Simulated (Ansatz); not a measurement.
Consider the following.

SnTeO$_{3}$:
Space group R3c, hexagonal axes (No. 161); a = b = 6.490 Å, c = 13.647 Å, α = β = 90.00°, γ = 120.00°

```tsv
atom	site	symmetry	x	y	z
Sn	6a	3.	0.0000	0.0000	0.0307
Te	6a	3.	0.0000	0.0000	0.3109
O	18b	1	0.4296	0.0999	0.2285
```
(The calculation used a cell of 10 atoms; values per cell refer to that cell.)

This is the r²SCAN-relaxed structure.

### Question
All from DFT-r²SCAN in the program Ansatz with PAW potentials, unless another level is named. Predict the electron effective mass.

### Answer
0.61, 1.1, 1.4 mₑ (principal values).

### Question
And the HSE06 gap on the r²SCAN cell?

### Answer
3.39 eV.

### Question
And the band gap?

### Answer
2.69 eV (indirect).

### Question
Next, the valence-band maximum?

### Answer
at Γ.

### Question
Predict the weight of the valence-edge state by species (Voronoi cells).

### Answer
O 71 %, Sn 19 %, Te 10 %.

The start of the workflow was typed in or built on a structure type; neither database checked (COD, Materials Project) lists it. Its standing as an ambient phase is unchecked. The r²SCAN relaxation kept the symmetry of its start; its stability against distortions is not shown here. The volume moved by 26 % from the start of the relaxation. Spin–orbit coupling is left out wherever it is not named.

Potentials: the later of the program's two PAW sets.
